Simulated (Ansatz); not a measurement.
Cu$_{8}$O in space group P4/mmm (No. 123; Pearson symbol tP9) under volume change, plane-wave PAW r²SCAN (Ansatz code), shape and atoms relaxed at each volume.

| V (Å³/atom) | E − E(relaxed) (meV/atom) | P (GPa) |
|---|---|---|
| 10.622 | 49.3 | 16.58 |
| 10.972 | 20.5 | 10.01 |
| 11.322 | ? | ? |
| 11.673 | 0.0 | 0.00 |
| 12.023 | 4.2 | -3.71 |
| 12.373 | 15.6 | -6.62 |
| 12.723 | ? | ? |

Question: Fill in the missing entries.

Answer: 
- 12.723, E − E(relaxed) (meV/atom): 32.5
- 12.723, P (GPa): -8.72
- 11.322, E − E(relaxed) (meV/atom): 4.8
- 11.322, P (GPa): 4.54

Question: What does a third-order Birch–Murnaghan fit give for V₀, B₀ and B′?

Answer: V₀ = 11.67 Å³/atom, B₀ = 133 GPa, B′ = 6.0.

The start of the workflow was typed in or built on a structure type; neither database checked (COD, Materials Project) lists it. Its standing as an ambient phase is unchecked. Symmetry was held in the r²SCAN relaxation; whether a distortion lowers the energy is not shown. The workflow began spin-polarised and lost its moments. No Hubbard U is applied.

Potentials: the earlier of the program's two PAW sets. The files were generated under PBE; for other functionals the program regenerates the frozen cores, and for LDA and PBEsol the local potential too.
